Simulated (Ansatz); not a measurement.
Method: Ansatz 0.2.0, DFT PBE, scalar-relativistic, plane waves, PAW. All cells share a 420 eV cutoff and Γ-centred k meshes spaced about 0.3 Å⁻¹ or finer (0.25 for metals, 2π included). Collinear spin in cells that started with moments and kept them past the coarse steps, no spin elsewhere.

These are static total energies at zero pressure. All come from trial cells, and lower structures may exist.

**Question.** Which of these relaxed structures of CsVCoN3 is the lowest in energy?
A.

```xyz
6
Lattice="3.7636 0.0000 0.0000 0.0000 3.7636 0.0000 0.0000 0.0000 7.2646" Properties=species:S:1:pos:R:3 pbc="T T T"
Cs    1.8818    1.8818    5.8926
V     0.0000    0.0000    1.6801
Co    1.8818    1.8818    2.3720
N     1.8818    0.0000    2.3655
N     0.0000    1.8818    2.3655
N     0.0000    0.0000    0.0524
```

B.

```xyz
6
Lattice="3.8891 0.0000 0.0000 0.0000 3.8891 0.0000 0.0000 0.0000 7.5382" Properties=species:S:1:pos:R:3 pbc="T T T"
Cs    1.9445    1.9445    3.7691
V     1.9445    1.9445    0.0000
Co    0.0000    0.0000    0.0000
N     1.9445    0.0000    0.0000
N     0.0000    1.9445    0.0000
N     0.0000    0.0000    3.7691
```

C.

```xyz
6
Lattice="5.6036 0.0000 0.0000 -2.8018 4.8528 0.0000 0.0000 0.0000 2.7860" Properties=species:S:1:pos:R:3 pbc="T T T"
Cs    2.8018    1.6176    0.0000
V     0.0000    3.2352    0.0000
Co    0.0000    0.0000    0.0000
N     1.3020    3.9869    1.3930
N    -1.3020    3.9869    1.3930
N     0.0000    1.7318    1.3930
```

**Answer.** A. It has space group P4mm (No. 99); the next, C, with space group P-6m2 (No. 187), lies 0.76 eV/atom higher. Largest moments: A 1.1 μB, C 2.4 μB, B 1.9 μB. Counting N atoms around Co, Cs and V (those within 1.25 times the shortest such distance or 1.15 times the sum of covalent radii; a plus sign parts nearer from farther groups), the lowest has Cs 4, V 1+4, Co 4 and the next has Cs 12, V 6, Co 6.

Another magnetic order may lie lower. Cells relaxed within their symmetry can be saddle points. Some candidate types were left out of the draw beforehand, so a known form may be missing.
